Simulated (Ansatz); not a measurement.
This ZnCd5S6 structure is the end of a relaxation. The cell was found from a structure generator's guess, not taken from experiment.

These are results of Ansatz 0.2.0, DFT PBE, scalar-relativistic, plane waves, PAW, not measurements. Cutoff 420 eV, Γ-centred mesh, Gaussian smearing, no spin polarisation.

```
Zn Cd S
1.0
     4.12028    0.00000    0.00000
     0.00000    4.12028    0.00000
     0.00000    0.00000   17.64590
Zn Cd S
1 5 6
Direct
  0.50000 0.50000 0.50000
  0.00000 0.00000 0.00000
  0.50000 0.50000 0.17182
  0.00000 0.00000 0.34368
  0.00000 0.00000 0.65632
  0.50000 0.50000 0.82818
  0.50000 0.00000 0.25775
  0.00000 0.50000 0.42989
  0.50000 0.00000 0.57011
  0.00000 0.50000 0.74225
  0.50000 0.00000 0.91409
  0.00000 0.50000 0.08591
```

Formation energies are uncorrected and refer to the elements' standard structures at the same level.

Q: Find its symmetry and describe it.

A: P-4m2 (No. 115), with Zn and Cd ordered on zinc blende sites. Conventional cell: a = 4.120 Å, c = 17.646 Å. Zn has 4 S at 2.40 Å; Cd on a site of symmetry -4m2 is surrounded by 4 S at 2.56 Å; Cd on a site of symmetry 2mm has 4 S at 2.56 Å; S on its first site is surrounded by 4 Cd at 2.56 Å; 3 more sites not described.

Q: What is its formation energy per atom?

A: −0.676 eV/atom. Whether it is stable depends on the other phases of the system, which aren't compared here.

Q: Is it a metal?

A: No, the gap on the 8×8×2 mesh is 1.12 eV.

The last run used an 8×8×2 mesh (in the run's order of axes) for its 12-atom cell and Gaussian smearing of 0.02 eV. Kohn–Sham gaps at this level usually fall short of measured ones. The reference form of S is held partly by dispersion forces, which this level lacks. A later test with randomly moved atoms came back to the same energy, though modes that don't fit the test's cell weren't probed.
